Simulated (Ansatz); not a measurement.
CsBr (CsCl type)

```cif
data_BrCs
_chemical_formula_sum 'Cs1 Br1'
_space_group_name_H-M_alt 'Pm-3m'
_space_group_IT_number 221
_space_group_name_Hall '-P 4 2 3'
_cell_length_a 4.32437
_cell_length_b 4.32437
_cell_length_c 4.32437
_cell_angle_alpha 90.000
_cell_angle_beta 90.000
_cell_angle_gamma 90.000
loop_
_atom_site_label
_atom_site_type_symbol
_atom_site_symmetry_multiplicity
_atom_site_Wyckoff_symbol
_atom_site_fract_x
_atom_site_fract_y
_atom_site_fract_z
_atom_site_occupancy
Cs1 Cs 1 a 0.00000 0.00000 0.00000 1
Br1 Br 1 b 0.50000 0.50000 0.50000 1
```

Two coordinates are scanned: the volume, and the ratio of the stretch along z (the conventional c axis) to the stretch across it. Atoms keep their fractional coordinates.

These are r2SCAN (plane waves to 500 eV, PAW, scalar-relativistic; Ansatz, a quantum-chemistry and plane-wave program) values and carry that method's errors. k mesh 8×8×8 (Γ-centred), Fermi-Dirac smearing 0.05 eV. Stress and pressure are positive under compression. CsBr was relaxed with its symmetry unable to fall. 

### Question
Predict the P (GPa) at all points of the grid V/V₀ = 0.920, 0.960, 1.000, 1.040, 1.080 by (c/a)/(c/a)₀ = 0.960, 0.980, 1.000, 1.020, 1.040.

### Answer
P (GPa), with V/V₀ across and (c/a)/(c/a)₀ down:

```csv
(c/a)/(c/a)₀ \ V/V₀,0.920,0.960,1.000,1.040,1.080
0.960,1.58,0.69,-0.01,-0.55,-0.98
0.980,1.58,0.69,-0.01,-0.55,-0.98
1.000,1.58,0.69,-0.01,-0.55,-0.98
1.020,1.58,0.69,-0.01,-0.55,-0.98
1.040,1.58,0.69,-0.01,-0.55,-0.98
```

(A scan under strain: stresses follow from slopes of the energy per volume, elastic moduli from its curvatures.)
